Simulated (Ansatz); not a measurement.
# Replacing Ba by Rb in Ba$_{2}$BiSb$_{2}$

```
Bi Ba Sb
1.0
    -2.39537    3.83441    4.93778
     4.79074    0.00000    0.00000
     2.39537    3.83441   -4.93778
Bi Ba Sb
1 2 2
Direct
  0.00000 0.00000 0.00000
  0.72021 0.22021 0.27979
  0.27979 0.77979 0.72021
  0.70160 0.50000 0.70160
  0.29840 0.50000 0.29840
```

All energies were calculated with Ansatz 0.2.0 (r2SCAN; 500 eV; 8×8×8 Γ-centred mesh; fermi-dirac occupations of width 0.100 eV). Spin: none. Single points at fixed atoms.

Now every Ba is replaced by Rb on the same fractional sites, and the cell goes from 36.28 to 38.38 Å³ an atom (a = 6.821 Å, b = 4.881 Å, c = 6.821 Å, α = 69.04°, β = 110.12°, γ = 110.96°; 8×8×8 Γ-centred mesh, fermi-dirac occupations of width 0.100 eV).

Problem. What changes?

Solution. The runs give:

```
                  quantity  Ba$_{2}$BiSb$_{2}$  Rb2BiSb2
            pressure (GPa)                 1.1      -0.1
formation energy (eV/atom)              -1.006    -0.242
```

Mean Bader charges in e: Ba +1.26 becomes Rb +0.72; Bi -0.44 → -0.14, Sb -1.05 → -0.64. Rb is about as electronegative as Ba (Pauling 0.82 against 0.89) and has 1 outer electron fewer; its site ends 0.55 e more negative, and the Sb atoms together take up most of the change. Neither shows a clear gap on its mesh. At these unrelaxed cells the formation energy of Ba$_{2}$BiSb$_{2}$ is the lower, by 0.76 eV an atom.

Origins: Ba2BiSb2, a database entry at a slightly scaled volume; Rb2BiSb2, a known structure type with other elements put in, at an estimated volume. An invented cell need not be a known compound.

Caveats: atoms and cells are not relaxed; pressure is positive in compression; a dash marks a value that doesn't apply or isn't given.
